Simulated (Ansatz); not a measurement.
Li2Pd, DFT, LDA, all-electron LAPW, scalar-relativistic (Ansatz 0.2.0), run on 1 thread of Arm Neoverse V1 on a shared host.

The geometry is COD entry 1523156, unchecked; take it as a test cell. The listed cell was then made from it by scaling, straining or moving an atom.

Command: `ansatz run input.yaml --threads 1 --pin off --max-ram 4096MiB --backend cpu --events-out ev --progress --plain --runs-dir out`

```yaml
crystal:
  lattice:
    - [4.3112341881, 0.0, 0.0]
    - [-2.155617094, 3.7336383286, 0.0]
    - [0.0, 0.0, 2.7319]
  atoms:
    - { symbol: Li, position: [0.3333333333, 0.6666666667, 0.5] }
    - { symbol: Li, position: [0.6666666667, 0.3333333333, 0.5] }
    - { symbol: Pd, position: [0.0, 0.0, 0.0] }
kpoints:
  mp_grid: { grid: [11, 11, 15] }
  band_path:
    path:
      - [0.0, 0.0, 0.0]
      - [0.5, 0.0, 0.0]
      - [0.3333333333, 0.3333333333, 0.0]
      - [0.0, 0.0, 0.0]
      - [0.0, 0.0, 0.5]
      - [0.5, 0.0, 0.5]
      - [0.3333333333, 0.3333333333, 0.5]
      - [0.0, 0.0, 0.5]
      - [0.5, 0.0, 0.5]
    npoints: 5
scf:
  occupations: { method: fermi_dirac, width: 0.08 }
hamiltonian:
  xc: lda
  pseudopotentials: { kind: all_electron, lapw: { basis_error: 0.0005 } }
output:
  forces: true
  stress: true
  eigenvalues: true
```

(1) How large is the problem that the program sets up?

(2) Estimate the wall time and the peak memory.

Answers

(1) 128 irreducible k-points, 493 plane waves at Γ, 21 bands.

(2) 48 s of wall time for 10 SCF iterations, with a peak of 0.6 GiB. Times on shared machines scatter by tens of per cent.
